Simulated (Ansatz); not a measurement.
Level: a composed functional ({exchange: {slater: 0.54, pbe: 0.46}, correlation: pbe}), no spin polarisation; 420 eV; 4×4×3 (shifted by 0.5, 0.5, 0.5 steps) mesh; fermi-dirac occupations (width 0.0405 eV); Ansatz 0.2.0, fixed geometry.

Computed maps in the lattice plane spanned by a (left to right, 5.19 Å, 16 points from zero) and c (bottom to top, 6.18 Å, 19 points from zero), 96° apart, at height 0.566 along b. The fields are smooth PAW ones with compensation charges, not the true ones near nuclei.

Valence density. Digits on a logarithmic scale: 0 up to 0.03 e/Å³, each further digit a factor of 1.6, 9 from 1.3 e/Å³ up:
```
5666656689986544
4456666666654433
4456777665544333
4468998755443333
4579999755443334
5579999655444444
6668987554556776
7666665444579999
7655444344699999
7554433334699999
7544333334699999
6554333334689998
6665443344567776
7898754445666666
9999965567876666
9999976689998667
9999976799999768
9999866899999667
7898666799998655
```

ELF. Ten even steps from '0' (0.00) to '9' (0.78):
```
1234445333333331
3443323433333333
5423443345443345
4226886345543345
3238998335643224
3348997346642112
3335763257523433
3432211355248997
4343112342289799
3255323321398269
2355433321399898
2332222332268884
3322112444322333
3687312444333343
7999832433333542
9727943332123433
9738833320002334
8999523310003333
3676344320013331
```

**Question.** The cell is Nb3In. Which atoms lie within 0.2 Å of this plane, and where (fractions of a and c)?

**Answer.** Nb at (0.12, 0.13), Nb at (0.82, 0.47), In at (0.62, 0.07). The whole cell:
```
CELL_PARAMETERS angstrom
5.18248 -0.17106 -0.23600
-0.45982 4.94189 -0.21646
-0.37081 -0.18600 6.16429
ATOMIC_POSITIONS crystal
Nb 0.28991 0.68678 0.73232
Nb 0.53439 0.22037 0.73338
Nb 0.12051 0.56620 0.13439
Nb 0.81620 0.53637 0.47358
Nb 0.73195 0.12119 0.13796
Nb 0.09409 0.04746 0.46025
In 0.61517 0.60026 0.06793
In 0.21725 0.07088 0.03233
```

Origin: a disordered cell, so it need not be a known compound. Caveats: the k mesh is coarse if the cell is a metal; atoms or cell far from equilibrium.
